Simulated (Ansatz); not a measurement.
The elements of this relaxed trial crystal are hidden behind letters.

```
lattice vectors (Å)
   3.1660    0.0000    0.0000
   0.0000    3.1660    0.0000
   0.0000    0.0000    6.3365
fractional positions
X 0.5000 0.5000 0.2507
X 0.0000 0.0000 0.5000
X 0.5000 0.5000 0.7493
Z 0.0000 0.0000 0.0000
```

Computed with DFT PBE, scalar-relativistic, plane waves, PAW in Ansatz. Cutoff 420 eV, Γ-centred 14×14×8 mesh (4-atom cell), Gaussian smearing of 0.10 eV, no spin polarisation.

* Space group: P4/mmm (No. 123)
* Conventional cell: a = 3.166 Å, c = 6.337 Å
* Volume per atom: 15.88 Å³
* Density: 12.33 g/cm³
* Formation energy: 0.00 eV/atom
* Gap on the 14×14×8 mesh of the 4-atom cell: 0 eV (a metal)

Energies are uncorrected and count from the elements' standard states at the same level.

Question: X is a d-block element of period 5 and Z is a d-block element of period 6. Which elements are they?

Answer: X = Mo, Z = W, so the formula is Mo3W. Density times volume gives a mean mass of 12.33 × 15.88/1.6605 = 117.9 u per atom, and this set has 117.9 u. Around Mo on a site of symmetry 4mm lie 4 Mo at 2.74 Å, 4 W at 2.74 Å and 6 Mo at 3.16–3.18 Å; around Mo on a site of symmetry 4/mmm lie 8 Mo at 2.74 Å, 4 Mo at 3.17 Å and 2 W at 3.17 Å; W has 8 Mo at 2.74 Å, 4 W at 3.17 Å and 2 Mo at 3.17 Å. Other sets within the hints have nearly the same mass, so mass alone doesn't settle it; this one was computed.

These runs have no spin–orbit coupling, which can matter for W. A structure relaxed within its symmetry needn't be a true minimum.
